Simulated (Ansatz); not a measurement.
Relaxed-ion elastic tensor of Au (hcp (Mg type), P6_3/mmc) in GPa (Voigt order), DFT-r²SCAN+D4 in the program Ansatz with PAW potentials; density 18.81 g/cm³, 17.39 Å³ per atom.

```
 193   153   130   0.0   0.0   0.0
 153   193   130   0.0   0.0   0.0
 130   130   212   0.0   0.0   0.0
 0.0   0.0   0.0  24.1   0.0   0.0
 0.0   0.0   0.0   0.0  24.1   0.0
 0.0   0.0   0.0   0.0   0.0  20.0
```

**Question.** Is the crystal mechanically stable?

**Answer.** Yes: the smallest eigenvalue of C is 20.0 GPa.

**Question.** Work out the Voigt, Reuss and Hill averages.

**Answer.** K_V = 158, K_R = 158, K_H = 158; G_V = 26.0, G_R = 24.2, G_H = 25.1 GPa.

**Question.** Give Young's modulus, Poisson's ratio, Pugh's ratio and the universal anisotropy index.

**Answer.** E = 9KG/(3K + G) = 71.5 GPa; ν = 0.42; K/G = 6.31 (ductile by the Pugh limit of 1.75); A_U = 5G_V/G_R + K_V/K_R − 6 = 0.37.

**Question.** Estimate the sound speeds and the Debye temperature.

**Answer.** v_l = √((K + 4G/3)/ρ) = 3190 m/s, v_t = √(G/ρ) = 1160 m/s, mean 1310 m/s; Θ = (h/k)(3n/4πV)^(1/3) v_m = 151 K.

**Question.** How much does each axis shrink under pressure?

**Answer.** Linear compressibilities β_i = Σ_j S_ij (j = 1 to 3): x 2.1, y 2.1, z 2.2 per TPa.

The workflow started from an entry of the Crystallography Open Database (COD), which files this formula under 2 space groups. It is not the phase usual at ambient conditions (space group No. 225). The r²SCAN+D4 relaxation kept the symmetry of its start; its stability against distortions is not shown here. The pairwise dispersion correction was not fitted to metals. As this level gives no gap, shear constants depend on the k-mesh and smearing (Fermi–Dirac, 0.1 eV here). On the denser mesh and wider smearing of the elastic run this cell carries a stress of 0.6 GPa. Scalar-relativistic: spin–orbit coupling is off unless named, which matters more the heavier the elements.

Potentials: the later of the program's two PAW sets.
